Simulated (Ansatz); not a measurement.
input.yaml (Ansatz)

```yaml
crystal:
  lattice:
    - [2.3960259839, 0.0, 0.0]
    - [-1.1980129919, 2.0750193701, 0.0]
    - [0.0, 0.0, 7.7132541481]
  atoms:
    - { symbol: Fe, position: [0.0, 1.0, 0.0], spin: 2.5 }
    - { symbol: Fe, position: [0.0, 1.0, 0.5], spin: 2.5 }
    - { symbol: Fe, position: [0.3333333333, 0.6666666667, 0.25], spin: -2.5 }
    - { symbol: Fe, position: [0.6666666667, 0.3333333333, 0.75], spin: -2.5 }
hamiltonian:
  xc: lda
  pseudopotentials:
    kind: paw
    azcp:
      Fe: "pseudopotentials/Fe.paw.azcp"
basis:
  ecutwfc: 420
  fft_grid_basis: typed
kpoints:
  mp_grid: { grid: [20, 20, 6], shift: [0, 0, 0] }
magnetization:
  spin_polarized: true
scf:
  occupations: { method: fermi_dirac, width: 0.05 }
```

and its output:

```
Warning: the record states the generating functional pbe (its physics header spells it `PBE`), which answers neither for hamiltonian.xc's functional nor for the lda family's — results may be inconsistent (PPs are generated against a specific XC)
Engine: ansatz 0.2.0, x86_64-unknown-linux-gnu
Pseudopotentials: kind: paw
Pseudopotential: Fe, paw, valence charge 16, recommended cutoff 420 eV (normal) 
Functional definition: SPW92
  exchange = slater_x
  correlation = pw_c
Crystal: 4 atoms, lattice volume = 38.349 Å³
Basis set: ecut = 420 eV, 727 PW (Γ)
Bands: 45, of which v1, the nominal top of the filled ones, is band 32 counted from 1 (31 counted from 0)
Symmetry: 24 space group operations
Space group: P63/mmc (ITA 194), of the structure as read, at distance tolerance 3.4e-5 Å
Magnetic group: BNS 194.263 (UNI 1493), of the structure as read, at distance tolerance 3.4e-5 Å
k-points: 176 of 2400
Non-local potential: Fe, projectors of the file, l = 0: 3, l = 1: 2, l = 2: 3, l = 3: 1
PAW form: soft (Blöchl's): semilocal exchange-correlation on the pseudo side does not see the compensation charge
PAW frozen core: Fe, regenerated for the run's functional, and the local potential with it (the file was generated under x = pbe(κ = 0.804, μ = 0.2195149727645171), c = pbe(β = 0.06672455060314922))
PAW one-centre angular grid: Fe, 590 points (default); XC on 64 Gauss nodes
Initial density: superposition of atomic densities (chi_scale 0.1, normalization cell)
Starting moments: Σ|m| = 10 μB on 4 of 4 sites
Starting magnetic order: compensated ferrimagnet; no operation exchanges its spin sublattices
Initial wavefunctions: pseudopotential atomic-orbital guess
Functional: x = slater, c = lda
SCF iter   1: F=—  HF=-17684.865072 eV  |F-HF|=—  |Δ(HF+E_count)|=         —  Δρ=2.74e-1 (↑2.74e-1 ↓2.69e-1)  dr2=1.26e1  dr2_m=2.12e1  M=-0.207 μB ∫|m|=1.758 μB  β_m=0.30  ethr=3.10e-3  ⟨swp⟩=5.6  Hψ=55545  notcnv=0  defer=116
Mixer restart at iter 1: flushing history
SCF iter   2: F=—  HF=-17678.211685 eV  |F-HF|=—  |Δ(HF+E_count)|=    6.65e0  Δρ=1.61e-1 (↑1.61e-1 ↓1.56e-1)  dr2=1.58e0  dr2_m=8.32e0  M=-0.358 μB ∫|m|=2.287 μB  β_m=0.49  ethr=3.10e-3  ⟨swp⟩=3.5  Hψ=33614  notcnv=0  defer=1277
SCF iter   3: F=—  HF=-17679.890879 eV  |F-HF|=—  |Δ(HF+E_count)|=    1.68e0  Δρ=8.33e-2 (↑8.02e-2 ↓8.33e-2)  dr2=8.90e-1  dr2_m=2.02e0  M=-0.338 μB ∫|m|=1.464 μB  β_m=0.53  ethr=2.47e-3  ⟨swp⟩=3.3  Hψ=26792  notcnv=0  defer=1237
SCF iter   4: F=—  HF=-17680.156895 eV  |F-HF|=—  |Δ(HF+E_count)|=   2.66e-1  Δρ=2.31e-2 (↑2.31e-2 ↓1.19e-2)  dr2=1.30e-1  dr2_m=8.01e-2  M=-0.421 μB ∫|m|=0.888 μB  β_m=0.76  ethr=1.39e-3  ⟨swp⟩=2.6  Hψ=25923  notcnv=0  defer=1129
SCF iter   5: F=—  HF=-17680.250173 eV  |F-HF|=—  |Δ(HF+E_count)|=   9.33e-2  Δρ=3.47e-2 (↑1.99e-2 ↓3.47e-2)  dr2=1.11e0  dr2_m=3.74e-2  M=-0.266 μB ∫|m|=0.405 μB  β_m=0.45  ethr=2.03e-4  ⟨swp⟩=3.4  Hψ=33012  notcnv=0  defer=1134  recentre
...
SCF converged after 16 iterations
Magnetization: -0.0000 μB (32.0000 up, 32.0000 down)
Absolute magnetization: 0.0000 μB (∫|ρ↑−ρ↓|, with the PAW one-centre terms)
Spin contamination: 0.0000 ħ² per cell (⟨S²⟩ above its minimum at these occupations)
Per-site moments (μB) at R_I (Å): [(-5.203106750031614e-6, 0.9789416710282133), (-5.203106749989204e-6, 0.9789416710282133), (-1.1654533855310923e-5, 0.9789416710282133), (-1.1654533855395787e-5, 0.9789416710282133)]
Free energy (F): -17680.176701 eV
Harris-Foulkes:  -17680.176701 eV  (|F-HF|=3.07e-9)
Internal energy: -17680.121978 eV  (E = F + TS)
E sigma→0 (E₀):  -17680.149339 eV
Entropy (-TS):   -0.054723 eV (-13.681 meV/atom)
Fermi energy:    22.250049 eV
--- Per-component energies (eV) ---
  E_band       = -623.327704
  E_kinetic    = 1432.153440
  E_local      = -7411.749022  (includes V_loc(G=0)·N_el)
  E_nonlocal   = 868.669121
  E_hartree    = 3143.517244
  E_xc         = -478.868217
  E_vxc        = -619.911028  (∫ρ·V_xc dr)
  E_paw        = -5212.204390  (= ΣΔE_a)
  E_vpaw       = -1179.527812  (= ΣTr[D̂ρ^β])
  E_aug_tail   = 0.003798  (compensation charges beyond the density's cutoff)
  E_ewald      = -10023.250095
  E_core_change = 1.606143  (= ΣΔE_core)
  E_smearing   = -0.054723  (= −TS)
  E_closure    = 0.000000  (closes the sum)
  Σ components = -17680.176701   (vs F -17680.176701, Δ=0.00e0)
--- Band table (eV; the first three rows and the last of 352) ---
  k-point 0 ↑: bands = ["-64.3110", "-64.2351", "-64.2176", "-64.1413", "-31.0926", "-30.7225", "-30.6814", "-30.4183", "-30.4183", "-30.3660", "-30.3660", "-30.3611", "-30.3611", "-30.3085", "-30.3085", "-30.2983", "12.9352", "15.4151", "15.4212", "16.9108", "19.8983", "19.8988", "20.2629", "20.2629", "20.2987", "20.2987", "20.4770", "20.6944", "20.6944", "20.7808", "20.7808", "21.7364", "21.7364", "22.2347", "22.2347", "22.5857", "22.6445", "22.6445", "23.2562", "23.2562", "31.3999", "39.5808", "39.6659", "44.1727", "44.6441"]
  k-point 1 ↑: bands = ["-64.3082", "-64.2499", "-64.2028", "-64.1442", "-31.0795", "-30.8061", "-30.5969", "-30.4164", "-30.4164", "-30.3779", "-30.3779", "-30.3491", "-30.3491", "-30.3123", "-30.3104", "-30.3104", "13.0159", "14.7675", "16.0225", "16.9023", "19.9453", "20.0138", "20.2824", "20.2824", "20.3211", "20.3211", "20.4452", "20.6589", "20.6589", "20.7432", "20.7432", "21.7797", "21.7797", "22.2051", "22.2051", "22.3331", "22.6962", "22.6962", "23.2216", "23.2216", "31.7820", "37.7448", "41.4770", "44.2298", "44.6494"]
  k-point 2 ↑: bands = ["-64.2998", "-64.2694", "-64.1832", "-64.1526", "-31.0411", "-30.8996", "-30.5010", "-30.4110", "-30.4110", "-30.3910", "-30.3910", "-30.3530", "-30.3360", "-30.3360", "-30.3159", "-30.3159", "13.2548", "14.1570", "16.4799", "16.8623", "20.0724", "20.3365", "20.3365", "20.3550", "20.3738", "20.3783", "20.3783", "20.5816", "20.5816", "20.6513", "20.6513", "21.7111", "21.8858", "21.8858", "22.1255", "22.1255", "22.8249", "22.8249", "23.1240", "23.1240", "32.8047", "35.9253", "43.1743", "44.3855", "44.6237"]
  k-point 175 ↓: bands = ["-64.1241", "-64.1241", "-64.1053", "-64.1053", "-30.8983", "-30.8983", "-30.8649", "-30.8649", "-30.7537", "-30.7537", "-30.7049", "-30.7049", "-30.5182", "-30.5182", "-30.4737", "-30.4737", "18.1083", "18.1083", "18.4856", "18.4856", "18.6684", "18.6684", "18.7831", "18.7831", "19.9198", "19.9198", "19.9770", "19.9770", "21.4294", "21.4294", "22.1315", "22.1315", "23.0174", "23.0174", "23.2582", "23.2582", "28.5632", "28.5632", "29.5631", "29.5631", "30.8398", "30.8398", "33.3720", "33.3720", "35.5492"]
```
